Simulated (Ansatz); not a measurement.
CsSnI$_{3}$:
```cif
data_CsI3Sn
_chemical_formula_sum 'Cs1 I3 Sn1'
_space_group_name_H-M_alt 'Pm-3m'
_space_group_IT_number 221
_space_group_name_Hall '-P 4 2 3'
_cell_length_a 6.27144
_cell_length_b 6.27144
_cell_length_c 6.27144
_cell_angle_alpha 90.000
_cell_angle_beta 90.000
_cell_angle_gamma 90.000
loop_
_atom_site_label
_atom_site_type_symbol
_atom_site_symmetry_multiplicity
_atom_site_Wyckoff_symbol
_atom_site_fract_x
_atom_site_fract_y
_atom_site_fract_z
_atom_site_occupancy
Cs1 Cs 1 a 0.00000 0.00000 0.00000 1
I1 I 3 c 0.00000 0.50000 0.50000 1
Sn1 Sn 1 b 0.50000 0.50000 0.50000 1
```

Relaxed with PBE.

Problem. Decompose the optical modes at the zone centre into irreducible representations, and say which are infrared and Raman allowed.

Solution. Point group m-3m: Γ_opt = 3T1u + T2u. Infrared: T1u. Raman: none.

Problem. Assign frequencies (DFPT, PBE (plane waves, PAW; program Ansatz); without the LO–TO term).

Solution. T1u 10, T2u 25, T1u 34, T1u 56 cm⁻¹.

This is a known high-temperature phase of the composition, computed here at zero pressure and temperature. The cell was relaxed with PBE under the symmetry of its start; of distortions, only those at the zone centre were tested. Scalar-relativistic: spin–orbit coupling is off unless named, which matters more the heavier the elements.

Potentials: the later of the program's two PAW sets.
